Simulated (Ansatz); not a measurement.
# ¹¹⁹Sn Mössbauer parameters in SiC with Sn replacing C

Cell: a supercell of SiC (space group P6_3mc) built from a structure deposited in the COD, with the ions relaxed around the defect (PBE).

```cif
data_Si24SnC23
_symmetry_space_group_name_H-M 'P3m1'
_symmetry_Int_Tables_number 156
_cell_length_a 6.1900
_cell_length_b 6.1900
_cell_length_c 15.1700
_cell_angle_alpha 90.000
_cell_angle_beta 90.000
_cell_angle_gamma 120.000
loop_
_atom_site_label
_atom_site_type_symbol
_atom_site_symmetry_multiplicity
_atom_site_Wyckoff_symbol
_atom_site_fract_x
_atom_site_fract_y
_atom_site_fract_z
Si1 Si 1 a 0.0000 0.0000 0.1538
Si2 Si 3 d 0.0005 0.5002 0.1291
Si5 Si 1 a 0.0000 0.0000 0.6245
Si6 Si 3 d 0.9978 0.4989 0.6225
Si9 Si 3 d 0.1697 0.3394 0.2984
Si11 Si 1 c 0.6667 0.3333 0.2946
Si13 Si 3 d 0.3347 0.1673 0.7881
Si14 Si 1 b 0.3333 0.6667 0.7798
Si17 Si 3 d 0.2056 0.4113 0.9421
Si19 Si 1 c 0.6667 0.3333 0.9590
Si21 Si 3 d 0.3339 0.1669 0.4594
Si22 Si 1 b 0.3333 0.6667 0.4626
Sn Sn 1 a 0.0000 0.0000 0.0003
C26 C 3 d 0.9909 0.4955 0.0037
C29 C 1 a 0.0000 0.0000 0.4999
C30 C 3 d 0.9980 0.4990 0.4995
C33 C 3 d 0.1720 0.3440 0.1758
C35 C 1 c 0.6667 0.3333 0.1698
C37 C 3 d 0.3351 0.1676 0.6645
C38 C 1 b 0.3333 0.6667 0.6585
C41 C 3 d 0.1691 0.3383 0.8222
C43 C 1 c 0.6667 0.3333 0.8332
C45 C 3 d 0.3337 0.1668 0.3357
C46 C 1 b 0.3333 0.6667 0.3410
```

One atom of each set is listed.

All values are calculated (Ansatz; DFT, PBE, plane waves and PAW, scalar-relativistic, 420 eV cutoff, Γ-centred 4×4×2 k-points, Fermi–Dirac smearing 0.01 eV), not measured.

Isomer shifts (against SnO₂) follow from the electron density at the nucleus, δ = α(ρ − ρ₀), with α = 0.099 mm s⁻¹ a₀³ and ρ₀ = 183191.44 a₀⁻³ from a line fitted to 8 measured compounds at this level of theory (rms miss 0.12 mm/s). ΔE_Q = ½eQV_zz(1 + η²/3)^½ with Q = -0.132 b for the 23.9 keV state.

Question: Give the isomer shift and quadrupole splitting of each Sn site.

Answer: 

```json
{"site": "Sn", "atoms": "1", "first shell": "4 Si at 2.33–2.37 Å; also 12 C at 3.10–3.25 Å", "ρ − ρ₀ (a₀⁻³)": "22.0", "δ (mm/s)": "2.17", "ΔE_Q (mm/s)": "2.19", "η": "0.00"}
```

The shift of Sn is in the range of covalently or intermetallically bonded tin.

The run isn't spin-polarised, and a state with spin may lie lower. The defect repeats with the cell of 48 atoms, so it feels its images: sites between two images don't show the values beside a lone defect, and zeros or small values of η there can come from the images' arrangement. The relaxation keeps the site symmetry 3m of the start, so the impurity can move only along its axis; a distortion that would localise the partly filled state isn't explored. The defect cell has no gap above 0.1 eV on its mesh, so the values can hang on the smearing and the k-mesh. Without spin–orbit coupling (the program notes it for Sn) the gradients can shift somewhat, as the gap is small. The cell keeps the host's lattice, where the PBE pressure is 10 GPa.
